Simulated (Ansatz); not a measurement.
Ga2Pt (fluorite or antifluorite type, space group No. 225), PBE (plane waves, PAW; program Ansatz), all energies at zero smearing, with the estimated change up to a 700 eV cutoff added, with one set of potentials and settings (totals compare only within such a set). Cell of 3 atoms (1 Pt, 2 Ga): -20090.779 eV.

```tsv
element	reference phase	E (eV/atom)
Pt	Fm-3m, 1 atoms in the cell	-12523.0127
Ga	Cmce, 4 atoms in the cell	-3783.0209
```

Formation energy per atom, worked out: (-20090.779 − 1×(-12523.0127) − 2×(-3783.0209))/3 = -0.575 eV/atom (-55 kJ per mol of atoms), at 0 K, without zero-point energy or fitted corrections.

The workflow started from an entry of the Crystallography Open Database (COD). Whether it is the stable phase at ambient conditions was not checked. Symmetry was held in the PBE relaxation; whether a distortion lowers the energy is not shown. The run is not spin-polarised. The references are the lowest solids computed at this level, not always the standard phases. Spin–orbit coupling is left out wherever it is not named.

Potentials: the later of the program's two PAW sets.
